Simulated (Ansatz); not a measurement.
A geometry of Cd away from equilibrium: the start of the relaxation of a generated cell, Cd built in the AFLOW prototype A_oC8_64_f (A11, as in Ga). Computed with PBE (plane waves to 420 eV, PAW, scalar-relativistic; Ansatz, a first-principles code). Γ-centred k-mesh 8×8×7 on the run's cell (coarser than for final values), Fermi–Dirac smearing 0.05 eV.

```xyz
4
Lattice="2.3366 -3.9577 0.0000 2.3366 3.9577 0.0000 0.0000 0.0000 4.6742" Properties=species:S:1:pos:R:3:forces:R:3 pbc="T T T" free_energy=-33016.655 pressure_GPa=15.9
Cd     2.3366     1.2261     2.7157    0.0000    0.3806    0.1354
Cd     2.3366    -1.2261     1.9585    0.0000   -0.3806   -0.1354
Cd     2.3366    -2.7316     4.2956    0.0000    0.3806   -0.1354
Cd     2.3366     2.7316     0.3786    0.0000   -0.3806    0.1354
```

Positions in Å, forces in eV/Å, free energy of the cell in eV (comparable only within this code, potentials and settings). Largest force: 0.40 eV/Å, on Cd1, Cd2, Cd3, Cd4 (atoms numbered as listed); the geometry lies 0.36 eV/atom above the end of its relaxation.

No spin polarisation in the result.

The run could not lose the symmetry of its start, so the end can be a saddle point.

The end of the path is a generated cell of Cd: the first start was made by placing the elements on the sites of a structure type, and the end was not matched to a known phase here, so it may be hypothetical. Known forms of Cd include space group No. 194.
